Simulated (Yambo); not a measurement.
G0W0@PBEsol for CdZnS2 (space group P-4m2, No. 115) in Yambo (4×4×2 mesh, 6 Ry block, plasmon pole, screening fixed), without a terminator:

```
bands N in G  gap Γ → Γ (eV)  shift of the valence edge (eV)
------------  --------------  ------------------------------
100                    2.507                          -0.085
148                    2.512                          -0.393
214                    2.532                          -0.542
```

Problem. Extrapolate both columns to infinite N with E(N) = E∞ + A/N, test the form, and compare with the terminator.

Solution. From two points, E∞ = (N2 E2 − N1 E1)/(N2 − N1). The two largest N give 2.58 eV for the gap and -0.88 eV for the shift; the two smallest give 2.52 eV and -1.03 eV. For the gap the slopes A are -1.5 and -9.6 eV: the form isn't reached, and its limit is uncertain. For the shift the slopes A are 95 and 72 eV: the form isn't reached, and its limit is uncertain. With the Bruneval-Gonze terminator and 214 bands the run gives 2.58 eV and -0.71 eV, 0.01 eV and 0.17 eV from the extrapolated values: the terminator too is an estimate of the remainder. Block, mesh and the bands in W are held fixed.

Spin-orbit coupling is included.

Geometry relaxed with PBEsol; primitive cell a = b = 3.928 Å, c = 5.652 Å, α = β = γ = 90.00°.

The structure is a Materials Project entry; no match was found in the copy of COD used, and its stability was not checked.

A shift is the quasiparticle energy of the state minus its PBEsol energy.
